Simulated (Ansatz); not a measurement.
Here is the system:

Nb3Ir:
```cif
data_Ir2Nb6
_chemical_formula_sum 'Nb6 Ir2'
_space_group_name_H-M_alt 'Pm-3n'
_space_group_IT_number 223
_space_group_name_Hall '-P 4n 2 3'
_cell_length_a 5.11301
_cell_length_b 5.11301
_cell_length_c 5.11301
_cell_angle_alpha 90.000
_cell_angle_beta 90.000
_cell_angle_gamma 90.000
loop_
_atom_site_label
_atom_site_type_symbol
_atom_site_symmetry_multiplicity
_atom_site_Wyckoff_symbol
_atom_site_fract_x
_atom_site_fract_y
_atom_site_fract_z
_atom_site_occupancy
Nb1 Nb 6 c 0.00000 0.50000 0.25000 1
Ir1 Ir 2 a 0.00000 0.00000 0.00000 1
```

This is the PBEsol-relaxed structure.

Question: All from PBEsol in the plane-wave PAW code Ansatz, unless another level is named. Predict the bulk modulus (Birch–Murnaghan fit).

Answer: 238 GPa.

Question: And the elastic constants (relaxed ions, GPa)?

Answer: C11 = 448, C12 = 133, C44 = 82.3.

Question: Next, the highest zone-centre frequency?

Answer: 297 cm^-1.

The workflow started from a Materials Project entry (that database holds measured and hypothetical structures alike); the Crystallography Open Database files this formula in space group No. 223, but the cells were not matched. Its standing as an ambient phase is unchecked. The cell was relaxed with PBEsol under the symmetry of its start; of distortions, only those at the zone centre were tested. The run is not spin-polarised. As this level gives no gap, shear constants depend on the k-mesh and smearing (Fermi–Dirac, 0.1 eV here). As this level gives no gap, phonon frequencies hold no LO–TO term and depend on the k-mesh and smearing (Fermi–Dirac, 0.1 eV here). Spin–orbit coupling is left out wherever it is not named.

Potentials: the later of the program's two PAW sets.
